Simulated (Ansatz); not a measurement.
## Mg3Cd2O5: rattling a relaxed structure

It was reached by relaxing an invented guess, and it needn't be the stable form of this composition.

Level of theory: DFT PBE, scalar-relativistic, plane waves, PAW (Ansatz). Settings: cutoff 420 eV, Γ-centred mesh 12×12×12 on the computed 10-atom cell, Gaussian smearing of 0.02 eV; no spin polarisation.

The cell below (10 atoms, space group I4/mmm (No. 139)) is relaxed within its symmetry.

```xyz
10
Lattice="-1.5944 1.5944 11.2675 1.5944 -1.5944 11.2675 1.5944 1.5944 -11.2675" Properties=species:S:1:pos:R:3 pbc="T T T"
Mg    0.0000    0.0000   20.4605
Mg    0.0000    0.0000   11.2675
Mg    0.0000    0.0000    2.0745
Cd    0.0000    0.0000   15.6649
Cd    0.0000    0.0000    6.8701
O     0.0000    0.0000    0.0000
O     0.0000    0.0000   13.3121
O     0.0000    0.0000    4.2737
O     0.0000    0.0000   18.2613
O     0.0000    0.0000    9.2229
```

For the test it was strained at random (σ = 1.5 % a component), the atoms were moved at random (σ = 0.10 Å), and all was relaxed again on a coarse 4×4×4 mesh (in the run’s order of axes) with 0.10 eV smearing, with no symmetry imposed.

Problem. Does it come back?

Solution. It returns, within 1 meV/atom of the unmoved cell on that mesh and with the same symmetry when read at 0.1 Å. So it is stable against the distortions that fit this cell and that this random move excites. Modes that don't fit the cell aren't tested.
